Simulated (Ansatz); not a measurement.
Tl:
```xyz
4
Lattice="3.4694 0.0000 0.0000 -1.7347 3.0046 0.0000 0.0000 0.0000 11.2749" Properties=species:S:1:pos:R:3 pbc="T T T"
Tl     0.0000     0.0000     0.0000
Tl     0.0000     0.0000     5.6374
Tl     0.0000     2.0031     2.8187
Tl     1.7347     1.0015     8.4562
```

Relaxed with PBE+D3(BJ). Special points in fractions of this cell's reciprocal vectors: Γ (0.000, 0.000, 0.000); M (0.500, 0.000, 0.000); K (0.333, 0.333, 0.000); A (0.000, 0.000, 0.500); L (0.500, 0.000, 0.500); H (0.333, 0.333, 0.500).

Question: List the band energies nearest the Fermi level at these points for DFT-PBE+D3(BJ) in the program Ansatz with PAW potentials.

Answer: In eV from the Fermi level; about four levels below and three above (degenerate sets whole), none deeper than 8.9 eV; points with the same levels are listed once.

```json
[
 {"k": "Γ", "below": "-8.48 -8.46 -5.25 -2.76", "above": "3.06 3.07 8.01 8.01"},
 {"k": "M", "below": "-4.00 -2.55 -2.24 -0.29", "above": "0.15 1.87 2.85"},
 {"k": "K", "below": "-0.55 -0.55 -0.37 -0.37", "above": "1.68 2.30 2.30"},
 {"k": "A", "below": "-6.78 -6.78 -0.57 -0.57", "above": "7.19 7.19 8.27 8.27 8.27 8.27"},
 {"k": "L", "below": "-1.71 -1.71 -1.05 -1.05", "above": "3.45 3.45 4.41 4.41"},
 {"k": "H", "below": "-4.29 -4.29 -1.04 -1.04", "above": "0.12 0.12 0.90 0.90"}
]
```

Space group P6_3/mmc (dhcp (α-La type)). The workflow started from a Materials Project entry (that database holds measured and hypothetical structures alike). Its sites differ from those of the usual phase in this space group: another stacking or structure type. The PBE+D3(BJ) relaxation kept the symmetry of its start; its stability against distortions is not shown here. The pairwise dispersion correction was not fitted to metals. Scalar-relativistic: spin–orbit coupling is off unless named, which matters more the heavier the elements.

Potentials: the later of the program's two PAW sets.
